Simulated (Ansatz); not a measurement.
Tm:
```yaml
crystal:
  lattice:
    - [3.41594, 0.00000, 0.00000]
    - [-1.70797, 2.95829, 0.00000]
    - [0.00000, 0.00000, 5.61869]
  atoms:
    - { symbol: Tm, position: [0.33333, 0.66667, 0.75000] }
    - { symbol: Tm, position: [0.66667, 0.33333, 0.25000] }
```
The run is spin-polarised; directions of the spins, atom by atom: ↑ ↑.

Relaxed with LDA. Special points in fractions of this cell's reciprocal vectors: Γ (0.000, 0.000, 0.000); M (0.500, 0.000, 0.000); K (0.333, 0.333, 0.000); A (0.000, 0.000, 0.500); L (0.500, 0.000, 0.500); H (0.333, 0.333, 0.500).

### Question
List the band energies nearest the Fermi level at these points for LDA in the plane-wave PAW code Ansatz.

### Answer
In eV from the Fermi level; about four levels below and three above (degenerate sets whole), none deeper than 8.9 eV; points with the same levels are listed once.

| k | below | above |
|---|---|---|
| Γ ↑ | -0.88 -0.88 -0.83 -0.82 | 1.39 2.87 2.95 2.95 |
| M ↑ | -0.92 -0.84 -0.80 -0.42 | 0.71 2.17 2.75 |
| K ↑ | -0.93 -0.12 -0.07 -0.07 | 0.17 1.92 1.92 |
| A ↑ | -0.90 -0.90 -0.90 -0.90 -0.83 -0.83 | 1.65 1.65 2.92 2.92 2.92 2.92 |
| L ↑ | -0.97 -0.97 -0.93 -0.93 | 0.68 0.68 2.33 2.33 |
| H ↑ | -1.00 -1.00 -0.97 -0.97 | 0.16 0.16 0.26 0.26 |
| Γ ↓ | -0.06 -0.06 -0.03 -0.02 | 1.43 2.89 2.98 2.98 |
| M ↓ | -0.02 -0.01 0.00 0.00 | 0.09 0.74 2.21 |
| K ↓ | -0.12 -0.07 -0.07 -0.02 | 0.01 0.01 0.01 0.01 |
| A ↓ | -0.03 -0.03 -0.03 -0.03 -0.02 -0.02 | 1.70 1.70 2.94 2.94 2.94 2.94 |
| L ↓ | -0.10 -0.10 -0.02 -0.02 | 0.01 0.01 0.72 0.72 |
| H ↓ | -0.16 -0.16 -0.07 -0.07 | 0.01 0.01 0.43 0.43 0.44 0.44 |

Space group P6_3/mmc (hcp (Mg type)). Symmetry was held in the LDA relaxation. Magnetic state: ferromagnetic, chosen from 2 collinear starts compared on coarse meshes (ties went to the first, and starts can fall back to one state), not a proven ground state. Textbook magnetic order: modulated, then ferrimagnetic on cooling. Caveat: open 4f shells can settle in a state that is not the lowest. The program gave a warning on the electronic state, which may not be the lowest. No Hubbard U is applied. Scalar-relativistic: spin–orbit coupling is off unless named, which matters more the heavier the elements.

Potentials: the earlier of the program's two PAW sets. The files were generated under PBE; for other functionals the program regenerates the frozen cores, and for LDA and PBEsol the local potential too.
